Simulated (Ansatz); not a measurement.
CdF$_{2}$:
```yaml
crystal:
  lattice:
    - [0.00000, 2.69201, 2.69201]
    - [2.69201, 0.00000, 2.69201]
    - [2.69201, 2.69201, 0.00000]
  atoms:
    - { symbol: Cd, position: [0.00000, 0.00000, 0.00000] }
    - { symbol: F, position: [0.25000, 0.25000, 0.25000] }
    - { symbol: F, position: [0.75000, 0.75000, 0.75000] }
```

DFT-PBEsol in the program Ansatz with PAW potentials gives a gap of 2.94 eV without spin–orbit coupling, maximum at W, minimum at Γ.

Problem. What happens when spin–orbit coupling is switched on?

Solution. The gap stays essentially unchanged, to 2.94 eV; maximum at W, minimum at Γ.

Problem. Give the electron effective mass with spin–orbit coupling.

Solution. 0.37 mₑ (isotropic).

Problem. Give the hole effective mass with spin–orbit coupling.

Solution. 2.1, 2.1, 7.0 mₑ (principal values).

Space group Fm-3m (fluorite). The PBEsol relaxation kept the symmetry of its start.

Potentials: the earlier of the program's two PAW sets. The files were generated under PBE; for other functionals the program regenerates the frozen cores, and for LDA and PBEsol the local potential too.
